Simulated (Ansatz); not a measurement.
## Convergence of SrMg with the plane-wave cutoff

These are results of DFT PBEsol, scalar-relativistic, plane waves, PAW (Ansatz), not measurements.

```xyz
2
Lattice="3.8084 -0.0009 0.0326 -0.0009 3.8892 0.0087 0.0326 0.0087 3.8856" Properties=species:S:1:pos:R:3 pbc="T T T"
Sr    1.8996    2.0817    2.0072
Mg    0.0261   -0.0973   -0.0744
```

| Property | Result |
| --- | --- |
| Γ-centred k-mesh | 8×8×8 |
| occupation rule | Gaussian smearing, 0.1 eV |
| spin treatment | unpolarised |
| valence charge of the PAW sets | Sr 10, Mg 10 |

The atoms stay fixed while the plane-wave cutoff is varied. ΔE is the energy extrapolated to zero smearing, less that of the reference run (600 eV). The cell was strained and its atoms displaced at random, so that forces don't vanish. Pressure is positive in compression and holds a correction for the finite cutoff (Pulay stress).

| cutoff (eV) | ΔE (meV/atom) | P (GPa) | largest change of a force component (eV/Å) | plane waves at Γ |
| --- | --- | --- | --- | --- |
| 200 | 1091 | 6.70 | 0.007 | 375 |
| 250 | 126 | 6.61 | 0.004 | 497 |
| 300 | 12.1 | 6.62 | 0.001 | 705 |
| 350 | 0.97 | 6.61 | 0.000 | 859 |
| 420 | 0.16 | 6.61 | 0.000 | 1137 |
| 600 | 0.00 | 6.61 | 0.000 | 1909 |